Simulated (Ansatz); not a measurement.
Consider the following.

YB₂ in space group P6/mmm (No. 191; Y on 1a, B on 2d), a = b = 3.2744 Å, c = 3.8211 Å, α = β = 90.00°, γ = 120.00°.

This is the PBEsol-relaxed structure.

Q: All from plane-wave PAW PBEsol (Ansatz code), unless another level is named. Estimate the electronic character.

A: metallic (no gap).

Q: Give the density of states at the Fermi level.

A: 0.33 states/eV per atom (mean over ±0.08 eV).

Q: What about the formation energy from the elements (no fitted shifts)?

A: -628 meV/atom.

The workflow started from an entry of the Crystallography Open Database (COD). Its standing as an ambient phase is unchecked. Symmetry was held in the PBEsol relaxation; whether a distortion lowers the energy is not shown. No spin polarisation was allowed. The references are the lowest solids computed at this level, not always the standard phases. Scalar-relativistic: spin–orbit coupling is off unless named, which matters more the heavier the elements.

Potentials: the later of the program's two PAW sets.
